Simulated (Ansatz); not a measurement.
This guess for SrHgI₃ is about to be relaxed.

Space group P6_3/mmc (No. 194). a = 8.265 Å, b = 8.265 Å, c = 6.943 Å, α = 90.00°, β = 90.00°, γ = 120.00°
| atom | site | symmetry | x | y | z |
| --- | --- | --- | --- | --- | --- |
| Sr | 2d | -6m2 | 0.3333 | 0.6667 | 0.7500 |
| Hg | 2a | -3m. | 0.0000 | 0.0000 | 0.0000 |
| I | 6h | mm2 | 0.8333 | 0.6667 | 0.7500 |

All numbers below come from Ansatz, DFT PBE, scalar-relativistic, plane waves, PAW. Cutoff 420 eV, Gaussian smearing, Γ-centred meshes. Cell and atoms relax first on a coarse mesh and then on a finer one. In between, the cell is made exact in the group found at 0.06 Å. In metals the finer mesh still leaves noise of several meV/atom or more. The steps can't lower the symmetry of their start. No spin polarisation.

A guess keeps its type if space group and coordination stay and the shape of the cell changes little (axis ratios within about 15 %, angles within 6°); the volume may change.

Question: Will the relaxed cell still be of the starting type?

Answer: It doesn't keep its type. The symmetry stays P6_3/mmc (No. 194). The volume per atom grows by 5.4 %, from 41.1 to 43.3 Å³. The shortest distance goes from 2.95 Å (Hg–I) to 2.59 Å (Hg–Hg). The ratio c/a of the conventional cell changes by a factor of 0.63. Counting neighbours within 15 % of an atom's shortest distance, the start has Hg 6, I 2, Sr 12 and the end Hg 2, I 6, Sr 6. In detail, at the end around Sr lie 6 I at 3.44 Å; around Hg lie 2 Hg at 2.59 Å and 6 I at 3.65 Å; around I lie 2 Sr at 3.44 Å, 2 Hg at 3.65 Å, 2 I at 3.93 Å and 4 I at 4.28 Å.

```xyz
10
Lattice="9.8313 0.0000 0.0000 -4.9157 8.5142 0.0000 0.0000 0.0000 5.1700" Properties=species:S:1:pos:R:3 pbc="T T T"
Sr    0.0000    5.6761    3.8775
Sr    4.9157    2.8381    1.2925
Hg    0.0000    0.0000    0.0000
Hg    0.0000    0.0000    2.5850
I     4.9157    5.1056    3.8775
I     2.9520    1.7043    3.8775
I     6.8794    1.7043    3.8775
I     0.0000    3.4086    1.2925
I     1.9637    6.8099    1.2925
I    -1.9637    6.8099    1.2925
```

The last run used a 6×6×8 mesh (in the run's order of axes) for its 10-atom cell and Gaussian smearing of 0.10 eV. These runs have no spin–orbit coupling, which can matter for Hg and I. Symmetry constrained the relaxation, so the result can be a saddle point.
